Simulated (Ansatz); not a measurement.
MnF2 in space group Pbcn (No. 60; Mn on 4c, F on 8d), PBEsol (plane waves, PAW; program Ansatz). The conduction-band minimum lies at Γ, with 1 equivalent valley. Second derivatives d²E/dk² of the lowest band at one valley (eV·Å²), along Cartesian directions:

```json
[
 {"direction": "[100]", "d²E/dk²": "14.86"},
 {"direction": "[010]", "d²E/dk²": "14.96"},
 {"direction": "[001]", "d²E/dk²": "14.71"},
 {"direction": "[110]", "d²E/dk²": "14.91"},
 {"direction": "[101]", "d²E/dk²": "15.04"},
 {"direction": "[011]", "d²E/dk²": "14.83"}
]
```

Question: Find the principal effective masses, the density-of-states mass and the conductivity mass.

Answer: Off-diagonal terms follow from H_xy = H[110] − (H_xx + H_yy)/2, and m*/mₑ = 7.620 eV·Å² over each eigenvalue: 0.51, 0.51, 0.52. One valley's DOS mass (m₁m₂m₃)^(1/3) = 0.51, conductivity mass 3/(Σ 1/mᵢ) = 0.51 mₑ.

Question: What effective density of states Nc follows at 300 K for parabolic valleys?

Answer: Nc = 2.509e19 × 1 × (0.51)^(3/2) ≈ 9.1e18 cm⁻³.

Question: With the computed static dielectric constant 9.93 (mean of the diagonal), estimate a hydrogenic donor's binding energy and radius.

Answer: E = 13.606 eV × 0.51/9.93² ≈ 70 meV; a = 0.529 Å × ε/m* ≈ 10 Å. Semilocal masses tend to be too small when the gap is underestimated.

The workflow started from a Materials Project entry (that database holds measured and hypothetical structures alike); the Crystallography Open Database copy checked does not list it. COD files the formula under space group No. 136. Its standing as an ambient phase is unchecked. Symmetry was held in the PBEsol relaxation, as lowered by the spin order; its stability against distortions is not shown here. Spin order of the final state: antiferromagnetic, chosen from 4 collinear starts compared on coarse meshes (ties went to the first, and starts can fall back to one state), not a proven ground state. No Hubbard U is applied. Point labels and valley counts follow the cell and symmetry of the run, lower than the named group.

Potentials: the earlier of the program's two PAW sets. The files were generated under PBE; for other functionals the program regenerates the frozen cores, and for LDA and PBEsol the local potential too.
